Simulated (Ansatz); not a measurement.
Consider the following.

GePd:
```yaml
crystal:
  lattice:
    - [3.14236, 0.00000, 0.00000]
    - [0.00000, 3.14236, 0.00000]
    - [0.00000, 0.00000, 3.14236]
  atoms:
    - { symbol: Pd, position: [0.00000, 0.00000, 0.00000] }
    - { symbol: Ge, position: [0.50000, 0.50000, 0.50000] }
```

This is the r²SCAN-relaxed structure.

Q: All from r²SCAN in the plane-wave PAW code Ansatz, unless another level is named. Give the Young's modulus.

A: 49.5 GPa.

Q: Next, the elastic constants (relaxed ions, GPa)?

A: C11 = 155, C12 = 125, C44 = 18.8.

Space group Pm-3m (CsCl type). The cell is a constructed one: a structure type filled with these elements; neither database checked (COD, Materials Project) lists it. COD files the formula under space group No. 62. Its standing as an ambient phase is unchecked. The cell was relaxed with r²SCAN under the symmetry of its start; whether a distortion lowers the energy is not shown. No spin polarisation was allowed. As this level gives no gap, shear constants depend on the k-mesh and smearing (Fermi–Dirac, 0.1 eV here).

Potentials: the earlier of the program's two PAW sets.
